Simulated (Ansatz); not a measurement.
5 guesses for Sc₃BN₂ and where they end

Computed with Ansatz 0.2.0, DFT PBE, scalar-relativistic, plane waves, PAW. Settings: cutoff 420 eV, Γ-centred meshes spaced at most about 0.3 Å⁻¹, and about 0.25 Å⁻¹ or finer for metals (2π included), Gaussian smearing. Collinear spin in cells that started with moments and kept them past the coarse steps, no spin elsewhere.

Each guess was relaxed in cell and atoms at zero pressure, within the symmetry of its start. All energies are static (0 K, no zero-point motion). Coordination counts N atoms around B and Sc (those within 1.25 times the shortest such distance or 1.15 times the sum of covalent radii, 1.27 where that leaves under three; the shortest distance is added where it exceeds 1.18 times the sum of covalent radii; a slash parts the counts of unlike sites).

```csv
guess,made from,start group,V start (Å³/atom),end group,V end (Å³/atom),coordination at the end,gap on mesh (eV),largest moment (μB),E over the lowest end (meV/atom)
1,TmB2Ru3 type,P6/mmm,13.7,P6/mmm,14.1,"Sc 4, B 6 from 3.4 Å",0,-,0
2,random cell,P6mm,13.3,P6/mmm,13.1,"Sc 2/6, B 12 from 3.4 Å",0,-,528
3,random cell,P4/mmm,15.6,P4/mmm,18.3,"Sc 4/8 from 3.8 Å, B 8 from 3.8 Å",0,0.5,473
4,random cell,P4mm,16.6,P4/mmm,16.7,"Sc 2/4, B 8 from 3.2 Å",0,-,291
5,random cell,P6/mmm,14.5,?,?,?,?,?,?
```

Guess 5 as it starts:

```yaml
crystal:
  lattice:
    - [4.93305, 0.00000, 0.00000]
    - [-2.46653, 4.27215, 0.00000]
    - [0.00000, 0.00000, 4.12794]
  atoms:
    - { symbol: Sc, position: [0.50000, 0.00000, 0.00000] }
    - { symbol: Sc, position: [0.00000, 0.50000, 0.00000] }
    - { symbol: Sc, position: [0.50000, 0.50000, 0.00000] }
    - { symbol: B, position: [0.00000, 0.00000, 0.00000] }
    - { symbol: N, position: [0.00000, 0.00000, 0.33907] }
    - { symbol: N, position: [0.00000, 0.00000, 0.66093] }
```

Question: Fill in the missing row: what does this guess relax into, and where does it rank?

Answer: It ends in space group P6/mmm (No. 191), with a = 5.943 Å, c = 3.871 Å, 19.7 Å³/atom and no gap, without spin. It lies 1.36 eV/atom over the lowest end, above guess 2 and so the highest of the set. The shortest distance is 1.24 Å (N–N) in this end and 2.21 Å (Sc–N) in the lowest (guess 1). This end holds N–N pairs (shortest 1.24 Å); in the lowest (guess 1) the shortest N–N distance is 2.89 Å.

```
Sc B N
1.0
     5.94333    0.00000    0.00000
    -2.97166    5.14707    0.00000
     0.00000    0.00000    3.87060
Sc B N
3 1 2
Direct
  0.50000 0.00000 0.00000
  0.00000 0.50000 0.00000
  0.50000 0.50000 0.00000
  0.00000 0.00000 0.00000
  0.00000 0.00000 0.34006
  0.00000 0.00000 0.65994
```

Formation energies are uncorrected and refer to the elements' standard structures at the same level (N₂ as a molecule).

Question: Is the lowest end bound against the elements?

Answer: Yes: its formation energy is −0.53 eV/atom. It lies below the elements, which doesn't yet make it stable against other compounds or structures.

Another magnetic order may lie lower. Cells relaxed within their symmetry can be saddle points. A lower structure may well exist outside this small set. Some types were kept out of the candidates beforehand, so the set may lack a known form.
